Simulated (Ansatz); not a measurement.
NiPt in space group R-3m (No. 166; Ni on 3a, Pt on 3b), plane-wave PAW PBEsol (Ansatz code), all energies at zero smearing, with the estimated change up to a 700 eV cutoff added, with one set of potentials and settings (totals compare only within such a set). Cell of 2 atoms (1 Ni, 1 Pt): -18188.881 eV.

| element | reference phase | E (eV/atom) |
|---|---|---|
| Ni | Fm-3m, 1 atoms in the cell, spin-polarised | -5804.9762 |
| Pt | Fm-3m, 1 atoms in the cell | -12383.8180 |

Formation energy per atom, worked out: (-18188.881 − 1×(-5804.9762) − 1×(-12383.8180))/2 = -0.044 eV/atom (-4 kJ per mol of atoms), at 0 K, without zero-point energy or fitted corrections.

The first step of the workflow began from a Materials Project structure, measured or hypothetical; the Crystallography Open Database copy checked does not list it. With Ni and Pt taken as one species the cell has the higher symmetry Fm-3m, so it may be an ordered model of a mixed-site phase. Its standing as an ambient phase is unchecked. Symmetry was held in the PBEsol relaxation; whether a distortion lowers the energy is not shown. The final state is ferromagnetic, chosen from 5 collinear starts compared on coarse meshes (ties went to the first, and starts can fall back to one state), not a proven ground state. The references are the lowest solids computed at this level, not always the standard phases. Scalar-relativistic: spin–orbit coupling is off unless named, which matters more the heavier the elements.

Potentials: the later of the program's two PAW sets.
